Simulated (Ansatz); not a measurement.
Starting structure of a cell relaxation (symmetry kept):

```
CELL_PARAMETERS angstrom
2.83730 0.00000 0.00000
0.00000 2.83730 0.00000
0.00000 0.00000 4.05910
ATOMIC_POSITIONS crystal
Ti 0.00000 0.00000 0.00000
Al 0.50000 0.50000 0.50000
```

Theory: DFT PBEsol, scalar-relativistic, plane waves, PAW in Ansatz 0.2.0.

Cutoff 420 eV; k points 14×14×10 on the computed 2-atom cell (Γ-centred); Gaussian smearing, width 0.10 eV; no spin polarisation.

Question: What does it relax to?

Answer: The volume goes down by 0.56 Å³/atom to 15.78 Å³/atom, and the energy falls by 7.5 meV/atom. Final structure:
```yaml
crystal:
  lattice:
    - [2.79516, 0.00000, 0.00000]
    - [0.00000, 2.79516, 0.00000]
    - [0.00000, 0.00000, 4.03874]
  atoms:
    - { symbol: Ti, position: [0.00000, 0.00000, 0.00000] }
    - { symbol: Al, position: [0.50000, 0.50000, 0.50000] }
```